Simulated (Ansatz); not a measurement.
A geometry of Nb away from equilibrium: step 2 of the relaxation of a relaxed Nb cell displaced along its unstable phonon at q = (½, 0, 0) of its primitive reciprocal cell (123i cm⁻¹), largest move 0.15 Å. These are PBE (plane waves to 420 eV, PAW, scalar-relativistic; Ansatz, a quantum-chemistry and plane-wave program) values and carry that method's errors. Γ-centred k-mesh 6×12×12 on the run's cell (coarser than for final values), Fermi–Dirac smearing 0.05 eV.

```xyz
2
Lattice="5.3456 0.0000 0.0000 0.0000 2.7250 0.0000 0.0000 0.0000 2.7283" Properties=species:S:1:pos:R:3:forces:R:3 pbc="T T T" free_energy=-9103.109 pressure_GPa=-1.4
Nb     0.0000     0.0000     0.3458    0.0000    0.0000    0.6434
Nb     2.6728     0.0000    -0.3458    0.0000    0.0000   -0.6434
```

Positions in Å, forces in eV/Å, free energy of the cell in eV (comparable only within this code, potentials and settings). Largest force: 0.64 eV/Å, on Nb1, Nb2 (atoms numbered as listed); the geometry lies 0.16 eV/atom above the end of its relaxation.

No spin polarisation in the result.

The run could not lose the symmetry of its start, so the end can be a saddle point.

The end of the path is a generated cell of Nb: the first start was made by placing the elements on the sites of a structure type, and the end was not matched to a known phase here, so it may be hypothetical. Known forms of Nb include space group No. 229.
